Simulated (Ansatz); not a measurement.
Ir: two-dimensional strain map

Theory: DFT PBEsol, scalar-relativistic, plane waves, PAW (Ansatz). Settings: plane waves to 420 eV, k-mesh 22×22×22 (Γ-centred), Gaussian smearing 0.15 eV. Spin–orbit coupling is left out, which can shift energies with elements as heavy as these. No spin polarisation. Energies are free energies at this smearing, counted from the undisturbed cell; pressure is positive in compression.

Reference structure (as given, not relaxed at this level; it stands at -2.6 GPa):

```xyz
1
Lattice="0.0000 1.9197 1.9197 1.9197 0.0000 1.9197 1.9197 1.9197 0.0000" Properties=species:S:1:pos:R:3 pbc="T T T"
Ir    0.0000    0.0000    0.0000
```

The cell is strained by p along both x and y and by q along z, fractional coordinates fixed. Points are written (p, q).

Energy above the undisturbed cell in meV/atom (a dash: not computed):

```
 p \ q  -0.050  -0.025  0.000  0.025  0.050
-0.050   424.3   289.5      ?  166.7  163.8
-0.025       ?    86.1   41.1   35.1   61.9
 0.000       ?    12.4    0.0   22.0   73.0
 0.025    61.4    40.7   55.8  101.3  172.3
 0.050   141.1       ?  186.6  251.6  339.1
```

Question: Fill in the withheld energies.

Answer: (-0.050, 0.000): 206.2; (-0.025, -0.050): 176.8; (0.000, -0.050): 65.4; (0.050, -0.025): 148.3.